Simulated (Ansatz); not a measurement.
CuI (wurtzite)

```yaml
crystal:
  lattice:
    - [4.18654, 0.00000, 0.00000]
    - [-2.09327, 3.62565, 0.00000]
    - [0.00000, 0.00000, 6.89725]
  atoms:
    - { symbol: Cu, position: [0.66667, 0.33333, 0.87371] }
    - { symbol: Cu, position: [0.33333, 0.66667, 0.37371] }
    - { symbol: I, position: [0.66667, 0.33333, 0.50129] }
    - { symbol: I, position: [0.33333, 0.66667, 0.00129] }
```

Grid over V/V₀ and (c/a)/(c/a)₀, subscript 0 meaning the relaxed cell; the conventional c axis lies along z; no internal relaxation.

Method: PBEsol (plane waves to 420 eV, PAW, scalar-relativistic; Ansatz, a quantum-chemistry and plane-wave program). k mesh 9×9×5 (Γ-centred), Fermi-Dirac smearing 0.05 eV. Energies are smeared free energies. As the atoms are clamped, bonds stretch with the cell, which overstates energies and stresses. CuI is run without spin polarisation. CuI was relaxed with its symmetry unable to fall. Spin-orbit coupling is left out, though I is heavy. The PAW data are Ansatz's earlier set. This is one of several known forms of CuI; the measured ambient cells at hand have space group No. 156 or 216. ΔE is measured from the relaxed starting cell.

### Question
Predict the ΔE (meV/atom) at all points of the grid V/V₀ = 0.960, 0.973, 0.987, 1.000, 1.013, 1.027, 1.040 by (c/a)/(c/a)₀ = 0.960, 0.973, 0.987, 1.000, 1.013, 1.027, 1.040.

### Answer
ΔE (meV/atom), with V/V₀ across and (c/a)/(c/a)₀ down:

| (c/a)/(c/a)₀ \ V/V₀ | 0.960 | 0.973 | 0.987 | 1.000 | 1.013 | 1.027 | 1.040 |
|---|---|---|---|---|---|---|---|
| 0.960 | 17.2 | 12.7 | 9.8 | 8.6 | 8.8 | 10.3 | 13.1 |
| 0.973 | 11.5 | 7.2 | 4.7 | 3.7 | 4.2 | 6.0 | 9.0 |
| 0.987 | 8.2 | 4.1 | 1.7 | 0.9 | 1.5 | 3.5 | 6.6 |
| 1.000 | 7.0 | 3.0 | 0.7 | 0.0 | 0.7 | 2.7 | 5.9 |
| 1.013 | 7.8 | 3.9 | 1.6 | 0.8 | 1.5 | 3.5 | 6.8 |
| 1.027 | 10.5 | 6.5 | 4.1 | 3.3 | 3.9 | 5.8 | 9.0 |
| 1.040 | 15.0 | 10.7 | 8.2 | 7.2 | 7.7 | 9.5 | 12.5 |

(A scan under strain: stresses follow from slopes of the energy per volume, elastic moduli from its curvatures.)
